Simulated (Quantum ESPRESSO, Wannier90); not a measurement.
Wannier functions of SnS$_{2}$ (CdI2 type)

```xyz
3
Lattice="3.6743 0.0000 0.0000 -1.8372 3.1820 0.0000 0.0000 0.0000 6.2288" Properties=species:S:1:pos:R:3 pbc="T T T"
Sn     0.0000     0.0000     0.0000
S      1.8372    -1.0607     1.4616
S     -1.8372     1.0607    -1.4616
```

Structure: Materials Project mp-1170, symmetrised, not relaxed again. COD (Crystallography Open Database) has an entry of this formula and space group (matched by these alone). Computed values, not measurements, from LDA: Quantum ESPRESSO (norm-conserving PseudoDojo potentials, cutoff 58 Ry, no spin polarisation, no spin-orbit coupling) on a Γ-centred 12×12×6 mesh, then Wannier90. Density: 12×12×6 mesh, cold smearing 0.01 Ry. The cell is built of weakly bound layers, chains or molecules, whose nearest atoms lie 3.93 Å apart. Database cells relaxed without dispersion often hold them too far apart, which can enlarge gaps and weakens couplings between them; spacing and stacking were not compared with the measured crystal. Spin-orbit coupling is left out although heavy elements are present.

Bands 8-13 form an isolated set from -7.15 to -0.01 eV relative to the valence-band maximum (on the path) and are turned into 6 Wannier functions by minimising the spread from the start: atomic waves S 3p.

### Question
Where do the functions sit, how wide are they and what are they made of?

### Answer
```tsv
functions	spread (Å²)	nearest atom, distance (Å)	second atom, distance (Å)	weight on atomic waves
2	2.43	S 0.15	Sn 2.47	S 3p 78 %, S 3s 8 %, Sn 5p 7 %
2	2.70	S 0.39	Sn 2.32	S 3p 70 %, Sn 5p 15 %, Sn 5s 10 %
2	2.63	S 0.41	Sn 2.18	S 3p 71 %, Sn 5p 14 %, Sn 5s 9 %
```

Ω_I = 14.93 Å², Ω_total = 15.53 Å²; the interpolated bands follow pw.x to 0.5 meV rms on the path. Only this start was tried; a symmetric start can stop on a saddle, and mixtures of these functions could lower the total by at most Ω_total − Ω_I.
